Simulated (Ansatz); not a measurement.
Computed properties of TaO₃

TaO₃:
```
TaO3
1.0
    3.92543     0.00000     0.00000
    0.00000     3.92543     0.00000
    0.00000     0.00000     3.92543
Ta O
1 3
Direct
  0.50000   0.50000   0.50000
  0.00000   0.50000   0.50000
  0.50000   0.00000   0.50000
  0.50000   0.50000   0.00000
```
The run is spin-polarised; directions of the spins, atom by atom: 0 ↑ ↑ ↑.

Space group Pm-3m (No. 221), ReO3 type; conventional cell a = 3.9254 Å, b = 3.9254 Å, c = 3.9254 Å, α = 90.00°, β = 90.00°, γ = 90.00°.

Method: DFT-PBEsol in the program Ansatz with PAW potentials. Geometry: relaxed at this level of theory. Other levels are named where they apply.

### Cell and energy

| Item | Result |
|---|---|
| Volume per atom | 15.12 Å³ |
| Density | 6.29 g/cm³ |
| Formation energy from the elements (no fitted shifts) | -2.21 eV/atom |

### Electronic structure

| Item | Result |
|---|---|
| Electronic character | metallic (no gap) |
| Density of states at the Fermi level | 0.58 states/eV per atom (mean over ±0.08 eV) |

### Magnetism

| Property | Value |
|---|---|
| Magnetic order | ferrimagnetic |
| Net moment | 0.23 μB per atom |

### Mechanics

| Quantity | Result |
|---|---|
| Bulk modulus (Birch–Murnaghan fit) | 195 GPa |
| Pressure derivative B′ | 4.1 |
| Mechanical stability | stable (all eigenvalues of C positive) |
| Hill bulk and shear moduli | 193 and 76.1 GPa |
| Young's modulus | 202 GPa |
| Poisson's ratio | 0.33 |
| Debye temperature from the elastic constants | 470 K |

The workflow started from a Materials Project entry (that database holds measured and hypothetical structures alike); the Crystallography Open Database copy checked does not list it. Whether it is the stable phase at ambient conditions was not checked. Symmetry was held in the PBEsol relaxation, as lowered by the spin order; its stability against distortions is not shown here. The final state is ferrimagnetic, the only order run, not a proven ground state. The cell computed holds one magnetic atom, so no antiferromagnetic order was within reach. No Hubbard U is applied. As this level gives no gap, shear constants depend on the k-mesh and smearing (Fermi–Dirac, 0.1 eV here). Point labels and valley counts follow the cell and symmetry of the run, lower than the named group. The references are the lowest solids computed at this level, not always the standard phases (solids in place of the gases). Spin–orbit coupling is left out wherever it is not named.

Potentials: the later of the program's two PAW sets.
